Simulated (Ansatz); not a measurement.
Level of theory: DFT PBE, scalar-relativistic, plane waves, PAW, and for the lanthanide a 4f-in-core norm-conserving potential, in Ansatz. Settings: cutoff 660 eV, Γ-centred meshes spaced at most about 0.3 Å⁻¹, and about 0.25 Å⁻¹ or finer for metals (2π included), Gaussian smearing. No spin polarisation in the final relaxations.

These are static total energies at zero pressure.

Compare these two cells of SrPrI, each relaxed at this level.

A.

Space group P4/mmm (No. 123). a = 4.511 Å, b = 4.511 Å, c = 7.710 Å, α = 90.00°, β = 90.00°, γ = 90.00°
```csv
atom,site,symmetry,x,y,z
Sr,1c,4/mmm,0.5000,0.5000,0.0000
Pr,1d,4/mmm,0.5000,0.5000,0.5000
I,1a,4/mmm,0.0000,0.0000,0.0000
```

B.

Space group P-6m2 (No. 187). a = 5.826 Å, b = 5.826 Å, c = 4.128 Å, α = 90.00°, β = 90.00°, γ = 120.00°
```json
{"atom": "Sr", "site": "1a", "symmetry": "-6m2", "x": "0.0000", "y": "0.0000", "z": "0.0000"}
{"atom": "Pr", "site": "1f", "symmetry": "-6m2", "x": "0.6667", "y": "0.3333", "z": "0.5000"}
{"atom": "I", "site": "1c", "symmetry": "-6m2", "x": "0.3333", "y": "0.6667", "z": "0.0000"}
```

Question: Which form is favoured at zero pressure, and by what margin per atom?

Answer: B is lower, by 274 meV/atom. A has space group P4/mmm (No. 123), 52.3 Å³/atom and no gap on its mesh; B has space group P-6m2 (No. 187), 40.5 Å³/atom and no gap. Counting I atoms around Pr and Sr (those within 1.25 times the shortest such distance or 1.15 times the sum of covalent radii, 1.27 where that leaves under three; the shortest distance is added where it exceeds 1.18 times the sum of covalent radii), A has Sr 4, Pr 8 from 5.0 Å and B has Sr 3, Pr 6. The denser one is the lower, and pressure would at first widen the difference. In A, Sr has 4 I at 3.19 Å, 2 Pr at 3.86 Å and 4 Sr at 4.51 Å; Pr has 2 Sr at 3.86 Å, 4 Pr at 4.51 Å and 8 I at 5.00 Å; I has 4 Sr at 3.19 Å, 4 I at 4.51 Å and 8 Pr at 5.00 Å. In B, Sr has 3 I at 3.36 Å, 6 Pr at 3.95 Å and 2 Sr at 4.13 Å; around Pr lie 6 Sr at 3.95 Å, 6 I at 3.95 Å and 2 Pr at 4.13 Å; around I lie 3 Sr at 3.36 Å, 6 Pr at 3.95 Å and 2 I at 4.13 Å. Both come from invented guesses. A third cell relaxed alike, in P4/nmm, lies 200 meV/atom below the lower of the two.

Spin–orbit coupling, which can matter for I, is left out. Cells relaxed within their symmetry can be saddle points.

The lanthanide is trivalent by construction, without f bands, f moments or other valences.
